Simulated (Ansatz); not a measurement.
The relaxed structure here is a generated cell of Pb: the first start was made by placing the elements on the sites of a structure type, and the end was not matched to a known phase here, so it may be hypothetical. Known forms of Pb include space group No. 225.

One starting cell of Pb (a generated cell, Pb placed in the AFLOW prototype A_cI16_206_c (as in Si)) was relaxed twice with Ansatz (plane waves, PAW, scalar-relativistic): with r2SCAN at 500 eV and with PBE at 420 eV. The r2SCAN result:

```
Pb
1.0
   -4.22863     4.22863     4.22863
    4.22863    -4.22863     4.22863
    4.22863     4.22863    -4.22863
Pb
8
Cartesian
  1.22811   1.22811   1.22811
 -1.22811   3.00052   1.22811
  3.00052   1.22811  -1.22811
  1.22811  -1.22811   3.00052
  3.00052   3.00052   3.00052
  1.22811   5.45674  -1.22811
  5.45674  -1.22811   1.22811
 -1.22811   1.22811   5.45674
```

```json
[
 {"quantity": "space group", "r2SCAN": "Ia-3", "PBE": "Ia-3"},
 {"quantity": "volume (Å³/atom)", "r2SCAN": "37.81", "PBE": "(withheld)"},
 {"quantity": "a (Å)", "r2SCAN": "8.457", "PBE": "(withheld)"},
 {"quantity": "gap (eV, no spin-orbit coupling)", "r2SCAN": "0.00", "PBE": "(withheld)"}
]
```

What does PBE give for the same quantities?


- volume (Å³/atom), PBE: 39.41
- a (Å), PBE: 8.575
- gap (eV, no spin-orbit coupling), PBE: 0.00

Both levels end in the same structure; PBE's volume is 4.2 % larger. Neither column is exact.

No spin polarisation in the result.

The run could not lose the symmetry of its start, so the end can be a saddle point.

Ansatz is an electronic-structure program.
